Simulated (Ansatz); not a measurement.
Consider the following.

SiO2:
```
SiO2
1.0
    4.94947     0.00000     0.00000
   -2.47474     4.28637     0.00000
    0.00000     0.00000     5.44174
O Si
6 3
Direct
  0.41257   0.26669   0.21428
  0.73331   0.14588   0.54761
  0.85412   0.58743   0.88095
  0.26669   0.41257   0.78572
  0.14588   0.73331   0.45239
  0.58743   0.85412   0.11905
  0.47048   0.00000   0.33333
  0.00000   0.47048   0.66667
  0.52952   0.52952   0.00000
```

This is the PBEsol-relaxed structure.

Q: All from PBEsol (plane waves, PAW; program Ansatz), unless another level is named. Predict the electronic dielectric constant ε∞ (DFPT).

A: 2.49 (xx = yy), 2.52 (zz).

Q: What about the largest static χ(2) component?

A: 0.94 pm/V.

Q: Give the Born charges (a third of the trace).

A: O -1.68, Si +3.37 e.

Space group P3_121. Symmetry was held in the PBEsol relaxation.

Potentials: the later of the program's two PAW sets.
